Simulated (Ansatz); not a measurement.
A geometry of NbP away from equilibrium: the start of the relaxation of a relaxed NbP cell displaced along its unstable phonon at q = (½, 0, ½) of its primitive reciprocal cell (64i cm⁻¹), largest move 0.15 Å. Calculation: PBEsol (plane waves to 420 eV, PAW, scalar-relativistic; Ansatz, a quantum-chemistry and plane-wave program). Γ-centred k-mesh 8×8×8 on the run's cell (coarser than for final values), Fermi–Dirac smearing 0.05 eV.

```xyz
12
Lattice="11.0474 0.0000 0.0000 -2.7619 4.7837 0.0000 5.5237 0.0000 3.9854" Properties=species:S:1:pos:R:3:forces:R:3 pbc="T T T" free_energy=-31418.910 pressure_GPa=-0.8
Nb     2.7619     0.0000     0.1190    0.0000    0.0000    0.1355
Nb     8.2856     0.0000    -0.1190    0.0000    0.0000   -0.1355
Nb     1.3809     2.3918    -0.1190    0.0000    0.0000   -0.1355
Nb     6.9047     2.3918     0.1190    0.0000    0.0000    0.1355
Nb     9.6665     2.3918     0.0000    0.0000    0.0000    0.0000
Nb     4.1428     2.3918     0.0000    0.0000    0.0000    0.0000
P      0.0000     0.0000     0.0000    0.0000    0.0000    0.0000
P      5.5237     0.0000     0.0000    0.0000    0.0000    0.0000
P     11.1224     3.0592     1.9927    0.1560    0.0700    0.0000
P      5.4487     3.3190     1.9927    0.1386    0.1001    0.0000
P      2.6869     1.7245     1.9927   -0.1560   -0.0700    0.0000
P      8.3606     1.4647     1.9927   -0.1386   -0.1001    0.0000
```

Positions in Å, forces in eV/Å, free energy of the cell in eV (comparable only within this code, potentials and settings). Largest force: 0.17 eV/Å, on P9, P10, P11, P12 (atoms numbered as listed); the geometry lies 0.01 eV/atom above the end of its relaxation.

No spin polarisation in the result.

The run could not lose the symmetry of its start: the end is stationary, and may be a saddle point rather than a minimum.

The end of the path is a generated cell of NbP: the first start was made by placing the elements on the sites of a structure type, and the end was not matched to a known phase here, so it may be hypothetical.
